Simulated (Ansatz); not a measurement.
SiNi2:
```yaml
crystal:
  lattice:
    - [4.94747, 0.00000, 0.00000]
    - [0.00000, 3.69255, 0.00000]
    - [0.00000, 0.00000, 7.00232]
  atoms:
    - { symbol: Ni, position: [0.54213, 0.25000, 0.79490] }
    - { symbol: Ni, position: [0.04213, 0.25000, 0.70510] }
    - { symbol: Ni, position: [0.45787, 0.75000, 0.20510] }
    - { symbol: Ni, position: [0.95787, 0.75000, 0.29490] }
    - { symbol: Ni, position: [0.17020, 0.25000, 0.05994] }
    - { symbol: Ni, position: [0.67020, 0.25000, 0.44006] }
    - { symbol: Ni, position: [0.82980, 0.75000, 0.94006] }
    - { symbol: Ni, position: [0.32980, 0.75000, 0.55994] }
    - { symbol: Si, position: [0.71119, 0.25000, 0.11467] }
    - { symbol: Si, position: [0.21119, 0.25000, 0.38533] }
    - { symbol: Si, position: [0.28881, 0.75000, 0.88533] }
    - { symbol: Si, position: [0.78881, 0.75000, 0.61467] }
```

Relaxed with r²SCAN.

Task: Which orbitals make up the states near the Fermi level in r²SCAN (plane waves, PAW; program Ansatz)?

Result: Within 0.5 eV of the Fermi level: Ni 3d 68 %, Si 3p 22 %. Projections are on Löwdin-orthogonalised atomic valence shells; empty p or d shells of many metals are not among them.

Task: Tabulate the density of states.

Result: States/eV per cell of 12 atoms, in 0.25 eV bins, energy from the Fermi level.

```csv
E (eV),total,Ni 3d,Si 3p,Ni 4s
-7.85,0.79,0.11,0.44,0.19
-7.60,2.56,0.44,1.32,0.60
-7.35,3.48,0.67,1.78,0.74
-7.10,3.80,0.84,1.92,0.70
-6.85,4.21,1.12,2.04,0.65
-6.60,4.22,1.32,1.90,0.57
-6.35,2.63,0.88,1.17,0.35
-6.10,3.78,1.44,1.60,0.43
-5.85,3.71,1.43,1.52,0.45
-5.60,4.51,1.86,1.83,0.54
-5.35,6.51,3.10,2.52,0.62
-5.10,10.46,5.83,3.66,0.61
-4.85,10.26,6.05,3.46,0.42
-4.60,8.67,5.40,2.67,0.34
-4.35,10.64,7.06,2.89,0.38
-4.10,12.90,9.55,2.53,0.36
-3.85,9.80,8.10,0.99,0.29
-3.60,12.23,10.67,0.78,0.30
-3.35,24.10,21.68,1.26,0.37
-3.10,15.56,14.38,0.54,0.21
-2.85,19.87,18.10,0.89,0.31
-2.60,14.86,13.72,0.54,0.16
-2.35,25.61,24.22,0.60,0.19
-2.10,25.74,24.46,0.52,0.22
-1.85,31.25,29.80,0.54,0.24
-1.60,21.67,20.33,0.55,0.22
-1.35,17.89,16.71,0.52,0.19
-1.10,13.64,12.83,0.39,0.13
-0.85,11.29,10.12,0.69,0.14
-0.60,7.32,6.06,0.86,0.13
-0.35,3.43,2.61,0.58,0.08
-0.10,5.06,3.58,1.05,0.16
0.15,4.96,3.21,1.19,0.22
0.40,4.27,2.48,1.15,0.23
0.65,3.52,1.88,1.06,0.19
0.90,3.40,1.69,1.10,0.17
1.15,3.68,1.72,1.25,0.19
1.40,3.91,1.70,1.38,0.20
1.65,4.06,1.68,1.40,0.19
1.90,2.93,1.10,1.04,0.17
2.15,3.33,1.17,1.14,0.31
2.40,3.78,1.21,1.24,0.45
2.65,3.65,1.07,1.32,0.40
2.90,3.39,0.91,1.25,0.43
3.15,3.81,0.93,1.44,0.54
3.40,3.40,0.77,1.35,0.51
3.65,3.41,0.68,1.28,0.67
3.90,4.66,0.84,1.56,1.22
4.15,4.75,0.83,1.81,1.09
4.40,4.73,0.76,1.76,1.10
4.65,4.49,0.66,1.56,1.12
```

Space group Pnma. The r²SCAN relaxation kept the symmetry of its start. The workflow began spin-polarised and lost its moments.

Potentials: the later of the program's two PAW sets.
